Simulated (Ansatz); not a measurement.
Input:

Ta$_{3}$Si:
```cif
data_Si8Ta24
_chemical_formula_sum 'Ta24 Si8'
_space_group_name_H-M_alt 'P 1'
_space_group_IT_number 1
_cell_length_a 10.16747
_cell_length_b 10.16747
_cell_length_c 5.19398
_cell_angle_alpha 90.000
_cell_angle_beta 90.000
_cell_angle_gamma 90.000
loop_
_space_group_symop_operation_xyz
  'x, y, z'
loop_
_atom_site_label
_atom_site_type_symbol
_atom_site_fract_x
_atom_site_fract_y
_atom_site_fract_z
_atom_site_occupancy
Ta1 Ta 0.64606 0.51870 0.27430 1
Ta2 Ta 0.98130 0.14606 0.77430 1
Ta3 Ta 0.35394 0.48130 0.27430 1
Ta4 Ta 0.01870 0.85394 0.77430 1
Ta5 Ta 0.85394 0.98130 0.22570 1
Ta6 Ta 0.51870 0.35394 0.72570 1
Ta7 Ta 0.14606 0.01870 0.22570 1
Ta8 Ta 0.48130 0.64606 0.72570 1
Ta9 Ta 0.08587 0.39963 0.03125 1
Ta10 Ta 0.10037 0.58587 0.53125 1
Ta11 Ta 0.91413 0.60037 0.03125 1
Ta12 Ta 0.89963 0.41413 0.53125 1
Ta13 Ta 0.41413 0.10037 0.46875 1
Ta14 Ta 0.39963 0.91413 0.96875 1
Ta15 Ta 0.58587 0.89963 0.46875 1
Ta16 Ta 0.60037 0.08587 0.96875 1
Ta17 Ta 0.81290 0.71364 0.51428 1
Ta18 Ta 0.78636 0.31290 0.01428 1
Ta19 Ta 0.18710 0.28636 0.51428 1
Ta20 Ta 0.21364 0.68710 0.01428 1
Ta21 Ta 0.68710 0.78636 0.98572 1
Ta22 Ta 0.71364 0.18710 0.48572 1
Ta23 Ta 0.31290 0.21364 0.98572 1
Ta24 Ta 0.28636 0.81290 0.48572 1
Si1 Si 0.79495 0.96951 0.71919 1
Si2 Si 0.53049 0.29495 0.21919 1
Si3 Si 0.20505 0.03049 0.71919 1
Si4 Si 0.46951 0.70505 0.21919 1
Si5 Si 0.70505 0.53049 0.78081 1
Si6 Si 0.96951 0.20505 0.28081 1
Si7 Si 0.29495 0.46951 0.78081 1
Si8 Si 0.03049 0.79495 0.28081 1
```

This is the r²SCAN-relaxed structure.

### Question
All from r²SCAN in the plane-wave PAW code Ansatz, unless another level is named. Predict the electronic character.

### Answer
metallic (no gap).

### Question
And the formation energy from the elements (no fitted shifts)?

### Answer
-0.48 eV/atom.

### Question
Predict the density of states at the Fermi level.

### Answer
0.44 states/eV per atom (mean over ±0.08 eV).

Space group P4_2/n. The first step of the workflow began from a Materials Project structure, measured or hypothetical; the Crystallography Open Database copy checked does not list it. Its standing as an ambient phase is unchecked. The cell was relaxed with r²SCAN under the symmetry of its start; its stability against distortions is not shown here. The run is not spin-polarised. The references are the lowest solids computed at this level, not always the standard phases. Scalar-relativistic: spin–orbit coupling is off unless named, which matters more the heavier the elements.

Potentials: the later of the program's two PAW sets.
